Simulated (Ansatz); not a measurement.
Zr$_{2}$Cu in space group C2/m (No. 12; Zr on 4i, Zr on 4i, Cu on 4i), plane-wave PAW PBEsol (Ansatz code), all energies at zero smearing, with the estimated change up to a 700 eV cutoff added, with one set of potentials and settings (totals compare only within such a set). Cell of 6 atoms (4 Zr, 2 Cu): -29692.640 eV.

```json
[
 {"element": "Zr", "reference phase": "P6/mmm, 3 atoms in the cell", "E (eV/atom)": "-4128.6456"},
 {"element": "Cu", "reference phase": "Fm-3m, 1 atoms in the cell", "E (eV/atom)": "-6588.7768"}
]
```

Formation energy per atom, worked out: (-29692.640 − 4×(-4128.6456) − 2×(-6588.7768))/6 = -0.084 eV/atom (-8 kJ per mol of atoms), at 0 K, without zero-point energy or fitted corrections.

The workflow started from an entry of the Crystallography Open Database (COD), which files this formula under 2 space groups. Whether it is the stable phase at ambient conditions was not checked. Symmetry was held in the PBEsol relaxation; whether a distortion lowers the energy is not shown. The run is not spin-polarised. The volume moved by -17 % from the start of the relaxation. The volume fell by over 15 % from the filed cell, which may lack light atoms or belong to other conditions. The references are the lowest solids computed at this level, not always the standard phases.

Potentials: the later of the program's two PAW sets.
